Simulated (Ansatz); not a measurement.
Given:

AlN:
Space group Fm-3m (No. 225); a = 4.026 Å, b = 4.026 Å, c = 4.026 Å, α = 90.00°, β = 90.00°, γ = 90.00°

| atom | site | symmetry | x | y | z |
|---|---|---|---|---|---|
| Al | 4b | m-3m | 0.5000 | 0.5000 | 0.5000 |
| N | 4a | m-3m | 0.0000 | 0.0000 | 0.0000 |
(The calculation used a cell of 2 atoms; values per cell refer to that cell.)

This is the r²SCAN+D4-relaxed structure.

Task: All from plane-wave PAW r²SCAN+D4 (Ansatz code), unless another level is named. Give the Debye temperature from the elastic constants.

Result: 1250 K.

Task: Predict the elastic constants (relaxed ions, GPa).

Result: C11 = 482, C12 = 181, C44 = 343.

This is a known high-pressure phase of the composition, computed here at zero pressure and temperature. The r²SCAN+D4 relaxation kept the symmetry of its start; its stability against distortions is not shown here. The volume moved by -38 % from the start of the relaxation.

Potentials: the later of the program's two PAW sets.
